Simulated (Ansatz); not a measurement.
# Calculated with Ansatz: MgGaAu, relaxation

The command:

```bash
ansatz run input.yaml --threads 2 --pin off --max-ram 2560MiB --backend cpu --events-out ev --progress --plain --runs-dir out
```

Input:

```yaml
crystal:
  lattice:
    - [7.387917, 0.0, 0.0]
    - [-3.693958, 6.398125, 0.0]
    - [0.0, 0.0, 3.382828]
  atoms:
    - { symbol: Au, position: [0.0, 0.0, 0.0] }
    - { symbol: Au, position: [0.3333, 0.6667, 0.5] }
    - { symbol: Au, position: [0.6667, 0.3333, 0.5] }
    - { symbol: Ga, position: [0.2816, 0.0, 0.5] }
    - { symbol: Ga, position: [0.7184, 0.7184, 0.5] }
    - { symbol: Ga, position: [0.0, 0.2816, 0.5] }
    - { symbol: Mg, position: [0.6152, 0.0, 0.0] }
    - { symbol: Mg, position: [0.3848, 0.3848, 0.0] }
    - { symbol: Mg, position: [0.0, 0.6152, 0.0] }
  symmetry: { tolerance: 0.0003 }
kpoints:
  mp_grid: { grid: [6, 6, 10], shift: [0, 0, 0] }
magnetization:
  spin_polarized: false
scf:
  occupations: { method: fermi_dirac }
  lower_state_search: "off"
hamiltonian:
  pseudopotentials: { kind: paw }
  xc: r2scan
basis:
  ecutwfc: 500
  fft_grid_basis: typed
relax:
  max_steps: 40
  cell: { p_target: 0.0 }
  f_tol: 0.03
output:
  forces: true
  stress: true
  eigenvalues: true
  bader: true
  populations: true
  elf: true
  write_potential: true
  volumetric_format: npy
  dos:
    e_range: [-12, 8]
    de: 0.05
    projected: { site_lists: { Au: [Au], Ga: [Ga], Mg: [Mg] } }
checkpoint:
  read: saved_state
```

Origin of the cell: a database entry, scaled a little.

The smearing width isn't typed, so it takes its default of 0.1 eV.

The saved state is a converged single point of the same cell.

Steps («new basis» is an SCF on plane waves selected anew at the same cell):

| step | ΔF (meV/atom) | max force component (eV/Å) | P (GPa) | volume (Å³) | SCF iterations | step was |
| --- | --- | --- | --- | --- | --- | --- |
| 1 | 0.0 | 0.070 | -0.52 | 159.90 | 8 | accepted |
| 2 | -0.5 | 0.041 | 0.41 | 158.14 | 7 | accepted |
| 3 | -0.7 | 0.009 | 0.05 | 158.67 | 6 | accepted |
| 4 | -0.7 | 0.002 | -0.01 | 158.68 | 8 | accepted |
| 5 | -0.6 | 0.002 | -0.01 | 158.68 | 7 | new basis |

Step 1, with forces in eV/Å:

```xyz
9
Lattice="7.388 0.000 0.000 -3.694 6.398 0.000 0.000 0.000 3.383" Properties=species:S:1:pos:R:3:forces:R:3 pbc="T T T" step=1
Au    0.000    0.000    0.000    0.000    0.000    0.000
Au    0.000    4.265    1.691    0.000    0.000    0.000
Au    3.694    2.133    1.691    0.000    0.000    0.000
Ga    2.080    0.000    1.691    0.032    0.000    0.000
Ga    2.654    4.596    1.691   -0.016   -0.028    0.000
Ga   -1.040    1.802    1.691   -0.016    0.028    0.000
Mg    4.545    0.000    0.000    0.070    0.000    0.000
Mg    1.421    2.462    0.000   -0.035   -0.061    0.000
Mg   -2.273    3.936    0.000   -0.035    0.061    0.000
```

Step 2, with forces in eV/Å:

```xyz
9
Lattice="7.373 0.000 0.000 -3.687 6.385 0.000 0.000 0.000 3.359" Properties=species:S:1:pos:R:3:forces:R:3 pbc="T T T" step=2
Au    0.000    0.000    0.000    0.000    0.000    0.000
Au    0.000    4.257    1.679    0.000    0.000    0.000
Au    3.687    2.128    1.679    0.000    0.000    0.000
Ga    2.088    0.000    1.679    0.041    0.000    0.000
Ga    2.643    4.577    1.679   -0.021   -0.036    0.000
Ga   -1.044    1.808    1.679   -0.021    0.036    0.000
Mg    4.564    0.000    0.000   -0.020    0.000    0.000
Mg    1.405    2.433    0.000    0.010    0.018    0.000
Mg   -2.282    3.952    0.000    0.010   -0.018    0.000
```

Step 5, with forces in eV/Å:

```xyz
9
Lattice="7.394 0.000 0.000 -3.697 6.403 0.000 0.000 0.000 3.352" Properties=species:S:1:pos:R:3:forces:R:3 pbc="T T T" step=5
Au    0.000    0.000    0.000    0.000    0.000    0.000
Au    0.000    4.269    1.676    0.000    0.000    0.000
Au    3.697    2.134    1.676    0.000    0.000    0.000
Ga    2.101    0.000    1.676   -0.002    0.000    0.000
Ga    2.646    4.583    1.676    0.001    0.002    0.000
Ga   -1.051    1.820    1.676    0.001   -0.002    0.000
Mg    4.577    0.000    0.000    0.001    0.000    0.000
Mg    1.408    2.439    0.000   -0.001   -0.001    0.000
Mg   -2.289    3.964    0.000   -0.001    0.001    0.000
```

- Free energy lowered by: 0.6 meV/atom
- Volume change: -0.76 %
- Final pressure: -0.01 GPa
- Relaxation steps listed: 5

Caveats: no spin-orbit coupling, though heavy elements are present; the relaxation held the start's symmetry, so the end may be a saddle point.

Time: 6.1 min on 2 threads of Arm Neoverse V1 (shared host), peak memory 1.1 GiB, from a saved density.
